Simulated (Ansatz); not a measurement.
GeSe:
```xyz
8
Lattice="10.9714 0.0000 0.0000 0.0000 3.8793 0.0000 0.0000 0.0000 4.4227" Properties=species:S:1:pos:R:3 pbc="T T T"
Ge     1.3561     0.9698     0.5014
Ge     9.6153     2.9095     3.9213
Ge     4.1296     2.9095     2.7127
Ge     6.8418     0.9698     1.7100
Se     9.3780     0.9698     2.2027
Se     1.5934     2.9095     2.2200
Se     7.0791     2.9095     4.4140
Se     3.8923     0.9698     0.0087
```

Relaxed with PBE+D3(BJ).

**Question.** Map the electron localisation function on the plane through (0.124, 0.250, 0.113) spanned by u = [1, 0, 0] and v = [0, 0, 1] in lattice vectors, from PBE+D3(BJ) (plane waves, PAW; program Ansatz).

**Answer.** x is the fraction of u, y of v (the angle between them is 90°; rows are the nearest grid lines); atoms in the plane: Ge at (0.00, 0.00), Ge at (0.50, 0.27), Se at (0.73, 0.38), Se at (0.23, 0.89).
```
|0013589987899961012322110001111001576200|
|0024589853589972001121100000000001676300|
|0134689831279972000111000000000001687510|
|3344689831279972000000000000000001587643|
|5544578853479862000000000000000000388765|
|6544478876788851000000000011211000168876|
|6542357888888631000000000123432100036776|
|4321146788887520000000001356665310013454|
|1100025677765310001110002567777531000111|
|0000013566653100134532114678888752000000|
|0000001234321000367754235788888863100000|
|0000000112110001688754447887678885100000|
|0000000000000003887654457885347986200000|
|0000000000000015876434468983127997200000|
|1110000000000016875113468983127997200011|
|2211000000000016763002458985358997200112|
|3221100011110015762001358998789996101233|
|3322111244432114653002347899999984112333|
|3332223577875212554112335789999972124443|
|2232335789997411444323233578999741144432|
|0123357899999721244433222357777421255410|
|0023478999999841123332211124443211465300|
|0013589987899961012322110001111001576200|
```
Scale: ten equal steps from 0.010 (start of '0') to 0.856 (end of '9'), in the order '0123456789'; x runs from 0.000 to 1.00, y from 0.000 (bottom) to 1.00 (top).

The density is the valence pseudo-density with augmentation charge, so density and ELF within about 1 Å of a nucleus are not all-electron values.

Space group Pnma. The PBE+D3(BJ) relaxation kept the symmetry of its start.

Potentials: the later of the program's two PAW sets.
